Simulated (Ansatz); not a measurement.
Geometry optimisation in Ansatz: input, command and trajectory.

```yaml
crystal:
  lattice:
    - [1.6034146638, 0.9257318878, 8.1920862232]
    - [-1.6034146638, 0.9257318878, 8.1920862232]
    - [0.0, -1.8514637756, 8.1920862232]
  atoms:
    - { symbol: Mg, position: [0.7826148532, 0.7826148532, 0.7826148532] }
    - { symbol: Sc, position: [0.9953321972, 0.9953321972, 0.9953321972] }
    - { symbol: Al, position: [0.2133731209, 0.2133731209, 0.2133731209] }
    - { symbol: O, position: [0.8794162699, 0.8794162699, 0.8794162699] }
    - { symbol: O, position: [0.1381046688, 0.1381046688, 0.1381046688] }
    - { symbol: O, position: [0.7028582324, 0.7028582324, 0.7028582324] }
    - { symbol: O, position: [0.2879973176, 0.2879973176, 0.2879973176] }
basis:
  ecutwfc: 420
kpoints:
  mp_grid: { grid: [12, 12, 12] }
hamiltonian:
  xc: pbesol
scf:
  occupations: { method: gaussian, width: 0.02 }
output:
  forces: true
  stress: true
  eigenvalues: true
relax:
  adjacent_minimum: "off"
  f_tol: 0.01
  max_steps: 30
  cell: { stress_tol: 0.1, fix: [volume] }
```

```bash
ansatz run input.yaml --threads 2 --pin off --max-ram 5120MiB --backend cpu --events-out ev --progress --plain --runs-dir out
```

Computed with DFT PBEsol, scalar-relativistic, plane waves, PAW in Ansatz.

The volume is held at 0.97 times that of the relaxed cell.

Of 5 frames 4 are shown, positions in Å and forces in eV/Å; the SCF threshold varies from step to step. Steps run on the plane waves of an earlier cell, with a Pulay correction in the pressure. The basis is chosen afresh for the last frame, the zero of the energies, and at times for earlier ones too; energy and pressure step there, also at an unchanged geometry.

```xyz
7
Lattice="1.6034 0.9257 8.1921 -1.6034 0.9257 8.1921 0.0000 -1.8515 8.1921" Properties=species:S:1:pos:R:3:forces:R:3 pbc="T T T" step=1 free_energy_over_end_meV_per_atom=0.16 pressure_GPa=5.77
Mg    0.0000    0.0000   19.2337    0.0000    0.0000   -0.0400
Sc    0.0000    0.0000   24.4615    0.0000    0.0000    0.0189
Al    0.0000    0.0000    5.2439    0.0000    0.0000    0.0008
O     0.0000    0.0000   21.6128    0.0000    0.0000    0.0157
O     0.0000    0.0000    3.3941    0.0000    0.0000   -0.1220
O     0.0000    0.0000   17.2736    0.0000    0.0000    0.1342
O     0.0000    0.0000    7.0779    0.0000    0.0000   -0.0076
7
Lattice="1.6037 0.9259 8.1891 -1.6037 0.9259 8.1891 0.0000 -1.8518 8.1891" Properties=species:S:1:pos:R:3:forces:R:3 pbc="T T T" step=2 free_energy_over_end_meV_per_atom=0.04 pressure_GPa=5.68
Mg    0.0000    0.0000   19.2271    0.0000    0.0000   -0.0285
Sc    0.0000    0.0000   24.4553    0.0000    0.0000    0.0093
Al    0.0000    0.0000    5.2399    0.0000    0.0000    0.0171
O     0.0000    0.0000   21.6048    0.0000    0.0000   -0.0132
O     0.0000    0.0000    3.3886    0.0000    0.0000   -0.0618
O     0.0000    0.0000   17.2716    0.0000    0.0000    0.0600
O     0.0000    0.0000    7.0748    0.0000    0.0000    0.0171
7
Lattice="1.6043 0.9263 8.1828 -1.6043 0.9263 8.1828 0.0000 -1.8525 8.1828" Properties=species:S:1:pos:R:3:forces:R:3 pbc="T T T" step=3 free_energy_over_end_meV_per_atom=-0.01 pressure_GPa=5.60
Mg    0.0000    0.0000   19.2114    0.0000    0.0000    0.0116
Sc    0.0000    0.0000   24.4399    0.0000    0.0000    0.0054
Al    0.0000    0.0000    5.2349    0.0000    0.0000    0.0090
O     0.0000    0.0000   21.5858    0.0000    0.0000   -0.0035
O     0.0000    0.0000    3.3813    0.0000    0.0000   -0.0082
O     0.0000    0.0000   17.2619    0.0000    0.0000   -0.0076
O     0.0000    0.0000    7.0714    0.0000    0.0000   -0.0067
7
Lattice="1.6043 0.9262 8.1835 -1.6043 0.9262 8.1835 0.0000 -1.8524 8.1835" Properties=species:S:1:pos:R:3:forces:R:3 pbc="T T T" step=5 free_energy_over_end_meV_per_atom=0.00 pressure_GPa=5.60
Mg    0.0000    0.0000   19.2135    0.0000    0.0000    0.0055
Sc    0.0000    0.0000   24.4422    0.0000    0.0000    0.0052
Al    0.0000    0.0000    5.2354    0.0000    0.0000    0.0067
O     0.0000    0.0000   21.5873    0.0000    0.0000   -0.0037
O     0.0000    0.0000    3.3814    0.0000    0.0000   -0.0040
O     0.0000    0.0000   17.2634    0.0000    0.0000   -0.0062
O     0.0000    0.0000    7.0718    0.0000    0.0000   -0.0034
```

It took 36 s on 2 threads of AMD EPYC 9R45 96-Core Processor (Zen 5), with other jobs on the host, peak memory 0.7 GiB.